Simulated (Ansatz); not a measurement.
Starting cell, Ti (hcp, Mg type):

```
CELL_PARAMETERS angstrom
      2.93914     0.00000     0.00000
     -1.46957     2.54537     0.00000
      0.00000     0.00000     4.65010
ATOMIC_POSITIONS crystal
  Ti 0.33333 0.66667 0.75000
  Ti 0.66667 0.33333 0.25000
```

In each cell atom 2 (Ti, nearest neighbour Ti at 2.878 Å; its periodic images, 2.9 Å or more away, move with it) moves by s·(0.577, 0.577, 0.577) (along Cartesian [111]), the rest being held.

Calculation: PBE (plane waves to 420 eV, PAW, scalar-relativistic; Ansatz, a program for electronic structure). k mesh 15×15×8 (Γ-centred), Fermi-Dirac smearing 0.05 eV. The energy includes the smearing's −TS. Left out: 1 of 11 points, with atoms too close for the PAW data. With partly filled bands, energies and forces of such displacements shift with the k mesh and the smearing. F∥ is the force on the atom along that direction. Ti is run without spin polarisation. Ti was relaxed with its symmetry unable to fall. The zero of ΔE is the undisplaced structure.

```json
[
 {"s (Å)": "-0.580", "F∥ (eV/Å)": "1.387", "ΔE (meV/cell)": "382"},
 {"s (Å)": "-0.464", "F∥ (eV/Å)": "1.082", "ΔE (meV/cell)": "239"},
 {"s (Å)": "-0.348", "F∥ (eV/Å)": "0.783", "ΔE (meV/cell)": "?"},
 {"s (Å)": "-0.232", "F∥ (eV/Å)": "0.503", "ΔE (meV/cell)": "57"},
 {"s (Å)": "-0.116", "F∥ (eV/Å)": "0.241", "ΔE (meV/cell)": "14"},
 {"s (Å)": "0.000", "F∥ (eV/Å)": "0.000", "ΔE (meV/cell)": "0"},
 {"s (Å)": "0.116", "F∥ (eV/Å)": "?", "ΔE (meV/cell)": "14"},
 {"s (Å)": "0.232", "F∥ (eV/Å)": "?", "ΔE (meV/cell)": "58"},
 {"s (Å)": "0.348", "F∥ (eV/Å)": "?", "ΔE (meV/cell)": "135"},
 {"s (Å)": "0.464", "F∥ (eV/Å)": "-1.144", "ΔE (meV/cell)": "248"}
]
```

### Question
Complete the blanks.

### Answer

- -0.348, ΔE (meV/cell): 131
- 0.116, F∥ (eV/Å): -0.247
- 0.232, F∥ (eV/Å): -0.517
- 0.348, F∥ (eV/Å): -0.809

(For displaced atoms, the force is minus the slope of the energy, and its curvature is a force constant, which sets phonon frequencies.)
